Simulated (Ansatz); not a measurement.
**CsPbCl3 (cubic perovskite), map of one atom of the cell**

Starting cell, CsPbCl3 (cubic perovskite):

```yaml
crystal:
  lattice:
    - [5.61855, 0.00000, 0.00000]
    - [0.00000, 5.61855, 0.00000]
    - [0.00000, 0.00000, 5.61855]
  atoms:
    - { symbol: Cs, position: [0.00000, 0.00000, 0.00000] }
    - { symbol: Pb, position: [0.50000, 0.50000, 0.50000] }
    - { symbol: Cl, position: [0.00000, 0.50000, 0.50000] }
    - { symbol: Cl, position: [0.50000, 0.50000, 0.00000] }
    - { symbol: Cl, position: [0.50000, 0.00000, 0.50000] }
```

In this cell atom 2 (Pb, nearest neighbour Cl at 2.809 Å; its periodic images, 5.6 Å or more away, move with it) is moved by u·(0.707, 0.707, 0.000) + v·(0.000, 0.000, 1.000); the rest is frozen.

Calculation: PBEsol (plane waves to 420 eV, PAW, scalar-relativistic; Ansatz, a quantum-chemistry and plane-wave program). k mesh 5×5×5 (Γ-centred), Fermi-Dirac smearing 0.05 eV. E stands for the smeared free energy. Fu and Fv are the components of the force on the atom. CsPbCl3 was relaxed with its symmetry unable to fall. Spin-orbit coupling is left out, though Pb is heavy. This is a high-temperature form of CsPbCl3. ΔE is measured from the undisplaced structure. Axes are in Å.

ΔE (meV/cell), with u across and v down:

```tsv
v \ u	-0.420	-0.210	0.000	0.210	0.420
-0.420	633	436	385	436	633
-0.210	354	125	66	125	354
0.000	295	60	0	60	295
0.210	354	125	66	125	354
0.420	633	436	385	436	633
```

Fu (eV/Å), with u across and v down:

```tsv
v \ u	-0.420	-0.210	0.000	0.210	0.420
-0.420	1.44	0.52	0.00	-0.52	-1.44
-0.210	1.67	0.61	0.00	-0.61	-1.67
0.000	1.72	0.62	0.00	-0.62	-1.72
0.210	1.67	0.61	0.00	-0.61	-1.67
0.420	1.44	0.52	0.00	-0.52	-1.44
```

Derived quantities:

Lowest place on the grid: u = 0.000 Å, v = 0.000 Å (0 meV/cell). Highest place on the grid, met at several equal points: u = -0.420 Å, v = -0.420 Å; u = 0.420 Å, v = -0.420 Å; u = -0.420 Å, v = 0.420 Å; u = 0.420 Å, v = 0.420 Å (633 meV/cell).

(For displaced atoms, the force is minus the slope of the energy, and its curvature is a force constant, which sets phonon frequencies.)
